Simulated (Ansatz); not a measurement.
## NMR crystallography of CrO2: given against relaxed positions

Start: a COD entry, atoms as given.

Space group P4_2/mnm (No. 136); a = 4.4210, c = 2.9170 Å.

| site | Wyckoff | site symmetry | x | y | z |
| --- | --- | --- | --- | --- | --- |
| Cr | 2a | m.mm | 0.0000 | 0.0000 | 0.0000 |
| O | 4f | m.2m | 0.3010 | 0.3010 | 0.0000 |

One atom of each set is listed.

The numbers come from a DFT calculation in Ansatz (PBE, plane waves and PAW, scalar-relativistic, collinear spin, 420 eV cutoff, Γ-centred 8×8×11 k-points, Fermi–Dirac smearing 0.05 eV). Start moments as typed (μB): 2 on each Cr, none on the rest.

The largest force at the start is 0.27 eV/Å. Relaxing the ions at fixed cell moves them by 0.015 Å at most (atom 5, O) and 0.012 Å rms.

| site | moved (Å) | first shell before | first shell after | V_zz before (10²¹ V/m²) | η before |
| --- | --- | --- | --- | --- | --- |
| Cr | 0.000 | 6 O at 1.88–1.92 Å | 6 O at 1.90–1.91 Å | -4.32 | 0.05 |
| O | 0.015 | 3 Cr at 1.88–1.92 Å | 3 Cr at 1.90–1.91 Å | 2.80 | 0.92 |

(1) How do the gradients change?

Results:

(1) 

| site | V_zz after | η after | change of V_zz |
| --- | --- | --- | --- |
| Cr | -4.90 | 0.42 | -0.58 |
| O | 2.75 | 0.86 | -0.05 |

The largest change of V_zz is on Cr, from -4.32 to -4.90. In per cent, |V_zz| changes by +13 on Cr, -2 on O (all sites that start above 2). Where |V_zz| stays above 0.1, η moves most on Cr, from 0.05 to 0.42.

The run finds no gap above 0.1 eV (a metal, or nearly one), so the gradients can move by 10 % or more with the k-mesh. Semilocal functionals can leave a metal where correlation in the d or f shell opens a gap in the real compound, and that would change the values at and beside Cr. The magnetic order is the one that the run reached from its start moments, not necessarily the measured one.
